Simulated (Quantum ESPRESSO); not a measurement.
```
CELL_PARAMETERS angstrom
      3.87892     0.00000     0.00000
     -1.93946     3.35924     0.00000
      0.00000     0.00000    14.40000
ATOMIC_POSITIONS crystal
  Ge 0.33333 0.66667 0.05390
  Te 0.00000 0.00000 0.94610
```

The layer was cut from Materials Project entry mp-938 and relaxed with PBEsol in a cell 14.4 Å high, with the Coulomb interaction truncated along z.

### Question
What does PBEsol (pw.x of Quantum ESPRESSO, ONCV potentials, no spin-orbit coupling) give for the electronic structure near the Fermi level?

### Answer
The PBEsol gap is indirect, 1.68 eV, from Γ to 67 % of the way from Γ to M; the smallest direct gap is 2.06 eV. Without spin-orbit coupling, band edges of such heavy elements can be off by tenths of an eV.

This is a model layer cut from the bulk structure; whether it is stable on its own was not checked.
